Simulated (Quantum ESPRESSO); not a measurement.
## Different elements on one site among Ga In Mg Zr

All numbers below are calculated, not measured. They come from Quantum ESPRESSO 7.5, a public plane-wave density functional program. Each row is one single-point run on a made-up periodic cell of eight metal atoms, with elements, volume, strain and displacements drawn at random and not relaxed, so a cell may be unstable or far from any real phase. There is no spin polarisation or spin-orbit coupling.

Settings: PBE unless stated; PseudoDojo standard norm-conserving files; Fermi-Dirac width 0.25 eV, which means electrons at about 2900 K; cutoff 1143 eV; 5 x 5 x 4 k mesh shifted half a step off Gamma. E is the free energy of the whole cell (internal energy minus TS), so a -TS column is already part of it. Stress is positive in tension, and the pressure P is minus a third of its trace.

Checks: one run of this series was repeated at a higher cutoff and on a denser mesh, which moved values by no more than 0.006 eV, 0.04 GPa and 0.010 eV/Å, and a second program with other atomic files agreed on it to 2 % rms in force and 0.5 GPa in pressure. Known limits: the tin pseudopotential is less sure than most, with forces differing by about three percent from a second method on plain tin; heavy elements are run without spin-orbit coupling, which real alloys of them have; a spin test at this wide smearing found no moment, but such smearing suppresses magnetism that the real alloy may have.

The lattice is face-centred cubic, and the cell vectors in Å are (2.259, 4.479, 2.262); (2.236, -4.508, 2.343); (2.117, 0.066, -6.777), a volume of 180.63 Å³. The elements on sites 1 to 8 are Ga Ga Mg Mg In X Zr Mg. The runs change X and keep the cell and the displaced positions. The column v is a rough volume for each atom of the pure element, close to PBE values, from general knowledge and not from these runs. Energies are left out, as each element's file has its own zero.

```
run,X,v (Å³),-TS (eV),force on X (eV/Å),rms force (eV/Å),P (GPa)
1,Sn,27.9,-1.100,0.940,0.396,-0.47
2,Ru,13.8,-1.337,0.803,0.549,-7.23
3,W,16.1,?,?,?,?
4,Hf,22.5,-1.351,0.543,0.377,-2.88
5,Pd,15.3,-1.080,0.488,0.445,-5.15
```

## Worked fit

A straight line through the runs shown gives P = -12.6 + 0.435 v GPa with v in Å³, an error of 0.063 on the slope and a scatter of 0.72 GPa. At this fixed volume the pressure tends to rise with the size of X.

## Withheld run

Question: what pressure should run 3, with W, give?

The fit gives -5.60 ± 0.84 GPa. The calculation gave -7.10 GPa.
